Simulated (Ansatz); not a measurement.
MoPt:
```yaml
crystal:
  lattice:
    - [0.00000, 2.60829, 2.60829]
    - [2.60829, 0.00000, 2.60829]
    - [2.60829, 2.60829, 0.00000]
  atoms:
    - { symbol: Pt, position: [0.00000, 0.00000, 0.00000] }
    - { symbol: Mo, position: [0.50000, 0.50000, 0.50000] }
```

Relaxed with r²SCAN. Special points in fractions of this cell's reciprocal vectors: Γ (0.000, 0.000, 0.000); X (0.500, 0.000, 0.500); U (0.625, 0.250, 0.625); K (0.375, 0.375, 0.750); L (0.500, 0.500, 0.500); W (0.500, 0.250, 0.750).

Problem. List the band energies nearest the Fermi level at these points for r²SCAN in the plane-wave PAW code Ansatz.

Solution. In eV from the Fermi level; about four levels below and three above (degenerate sets whole), none deeper than 8.9 eV; points with the same levels are listed once.

```json
[
 {"k": "Γ", "below": "-6.27 -6.27 -5.53 -5.53 -5.53", "above": "1.55 1.55 1.55"},
 {"k": "X", "below": "-4.84 -2.94 -2.94 -0.86", "above": "0.59 0.59 1.64"},
 {"k": "U", "below": "-4.87 -4.87 -4.06 -3.24 -0.67", "above": "0.31 0.38 0.46"},
 {"k": "L", "below": "-3.26 -3.26 -2.03 -2.03 -1.69", "above": "0.02 0.02 2.09"},
 {"k": "W", "below": "-5.24 -5.24 -3.62 -2.93 -1.38", "above": "0.16 0.16 0.56"}
]
```

Space group Fm-3m (rock salt). The start of the workflow was typed in or built on a structure type; neither database checked (COD, Materials Project) lists it. Its standing as an ambient phase is unchecked. The cell was relaxed with r²SCAN under the symmetry of its start; its stability against distortions is not shown here. The run is not spin-polarised. The volume moved by 16 % from the start of the relaxation. Its formation energy is positive at this level, so the cell may be metastable or incomplete. Spin–orbit coupling is left out wherever it is not named.

Potentials: the later of the program's two PAW sets.
